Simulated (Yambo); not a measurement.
Yambo run on Na2NiO2 (space group Cmc2_1, No. 36). The wavefunctions come from this Quantum ESPRESSO step (PBEsol, PseudoDojo standard norm-conserving files, scalar-relativistic):

```
&CONTROL
  calculation = 'nscf'
  pseudo_dir = './pseudo'
  outdir = './out'
/
&SYSTEM
  ibrav = 0
  nat = 10
  ntyp = 3
  ecutwfc = 98.0
  ecutrho = 392.0
  occupations = 'fixed'
  force_symmorphic = .true.
  nbnd = 202
/
&ELECTRONS
  conv_thr = 1e-08
  diago_full_acc = .true.
  diago_thr_init = 1e-08
/
ATOMIC_SPECIES
O 15.9990 O.upf
Na 22.9898 Na.upf
Ni 58.6934 Ni.upf
CELL_PARAMETERS angstrom
  1.432710000000  -5.108250000000   0.000000000000
  1.432710000000   5.108250000000   0.000000000000
  0.000000000000   0.000000000000   8.301130000000
ATOMIC_POSITIONS crystal
O   0.277690000000   0.722310000000   0.906470000000
O   0.722310000000   0.277690000000   0.406470000000
O   0.480170000000   0.519830000000   0.089840000000
O   0.519830000000   0.480170000000   0.589840000000
Na   0.604740000000   0.395260000000   0.847560000000
Na   0.395260000000   0.604740000000   0.347560000000
Na   0.148570000000   0.851430000000   0.169220000000
Na   0.851430000000   0.148570000000   0.669220000000
Ni   0.877950000000   0.122050000000   0.001620000000
Ni   0.122050000000   0.877950000000   0.501620000000
K_POINTS automatic
4 4 1 0 0 0
```

Yambo input:

```
rim_cut
gw0
dyson
el_el_corr
HF_and_locXC
ppa
em1d
RandQpts= 1000000
RandGvec= 1 Ry
EXXRLvcs= 98 Ry
VXCRLvcs= 392 Ry
Chimod= "HARTREE"
% BndsRnXp
 13 | 201 |
%
NGsBlkXp= 7 Ry
% LongDrXp
 1.0 | 1.0 | 1.0 |
%
PPAPntXp= 27.2114 eV
% GbndRnge
 1 | 201 |
%
GTermKind= "BG"
DysSolver= "n"
ExtendOut
% QPkrange
 1 | 1 | 48 | 49 |
 3 | 3 | 48 | 49 |
 4 | 4 | 48 | 49 |
 5 | 5 | 48 | 49 |
 7 | 7 | 48 | 49 |
%
```

k points by index: 1 = Γ, 3 = (0, -0.5, 0), 4 = (0.25, 0.25, 0), 5 = (0.25, -0.5, 0), 7 = (-0.5, -0.5, 0).

Table of the .qp output:

```
#    K-point    Band    Eo [eV]    E [eV]    E-Eo [eV]    Vxc [eV]    Vnlxc [eV]    Sc|Eo [eV]    Sc|E [eV]    dSc/dw|Eo [eV]    Re(Z)    Im(Z)
#
    1    48    -0.039259    -0.422845    -0.383586    -28.88429    -36.80792    7.386399    7.540036    -10.89201    0.714141    -0.001904
    1    49    1.433562    2.765288    1.331725    -27.33316    -21.71659    -3.775645    -4.284839    -10.40352    0.723417    -0.001483
    3    48    -0.037093    -0.406236    -0.369144    -27.70887    -35.20447    6.982279    7.126452    -10.62114    0.719254    -0.001855
    3    49    0.995546    2.320365    1.324819    -27.72092    -21.73954    -4.145672    -4.656557    -10.49214    0.721715    -0.001798
    4    48    -0.048863    -0.422522    -0.373659    -27.98424    -35.59342    7.088530    7.235529    -10.69840    0.717788    -0.001863
    4    49    0.965491    2.277606    1.312116    -27.42370    -21.43537    -4.174608    -4.676218    -10.40138    0.723457    -0.001796
    5    48    -0.422689    -0.805176    -0.382487    -28.26344    -36.19998    7.399323    7.554047    -11.00068    0.712110    -0.001877
    5    49    0.605345    1.856158    1.250813    -27.03195    -21.50578    -3.813954    -4.275357    -10.03665    0.730541    -0.001750
    7    48    0.000000    -0.374946    -0.374946    -28.56327    -36.32860    7.241478    7.390383    -10.79972    0.715875    -0.001894
    7    49    1.455450    2.789374    1.333924    -27.34839    -21.73173    -3.771310    -4.282735    -10.43180    0.722873    -0.001577
```
(The two width columns are left out.) Convergence of these settings isn't established.

Geometry of the Materials Project entry, not relaxed at this level.

The runs are not spin-polarised; magnetic order was not tried.
